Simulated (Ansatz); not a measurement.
Below is a relaxed structure of Sn4Se3S. The cell was found from a structure generator's guess, not taken from experiment.

Method: DFT PBE, scalar-relativistic, plane waves, PAW in Ansatz. Cutoff 420 eV, Γ-centred mesh, Gaussian smearing, no spin polarisation.

```xyz
8
Lattice="4.4470 0.0000 0.0000 -0.0058 6.3079 0.0000 -0.0016 -2.8069 7.9224" Properties=species:S:1:pos:R:3 pbc="T T T"
Sn    4.3178    6.0971    0.4894
Sn    1.9947    2.6453    1.4209
Sn    4.2850    4.7084    4.4490
Sn    1.9867    1.1957    5.5025
Se    2.3974    5.2034    2.3879
Se    0.1532    2.1354    3.5372
Se    2.4010    3.7913    6.3635
S     0.2110    0.8433    7.5391
```

Formation energies are uncorrected and refer to the elements' standard structures at the same level. The references include grey tin.

(1) Find its symmetry and describe it.

(2) How far does it lie from the elements in energy?

(3) Is it a metal?

Results:

(1) P1 (No. 1). Conventional cell: a = 4.447 Å, b = 6.308 Å, c = 8.405 Å, α = 109.5°, β = 90.0°, γ = 90.1°. Sn on its first site is surrounded by 1 S at 2.62 Å, 2 Se at 2.84–2.85 Å and 2 Se at 3.28–3.29 Å; Sn on its second site has 1 S at 2.73 Å, 2 Se at 2.76–2.85 Å, 1 S at 3.37 Å and 1 Se at 3.40 Å; Se on its first site has 3 Sn at 2.76–2.84 Å and 2 Sn at 3.28–3.32 Å; S is surrounded by 3 Sn at 2.62–2.73 Å; 4 more sites not described.

(2) −0.433 eV/atom. It lies below the elements, which doesn't yet make it stable against other compounds or structures.

(3) No, the gap on the 6×6×4 mesh is 0.72 eV.

The last run used a 6×6×4 mesh (in the run's order of axes) for its 8-atom cell and Gaussian smearing of 0.02 eV. No dispersion correction is applied, so the spacing and binding between layers, chains or molecules are poorly described. Kohn–Sham gaps at this level usually fall short of measured ones. The reference forms of S and Se are held partly by dispersion forces, which this level lacks. This cell was reached by moving the atoms of another relaxed cell at random and relaxing again, last within the group found; it had no such test of its own.
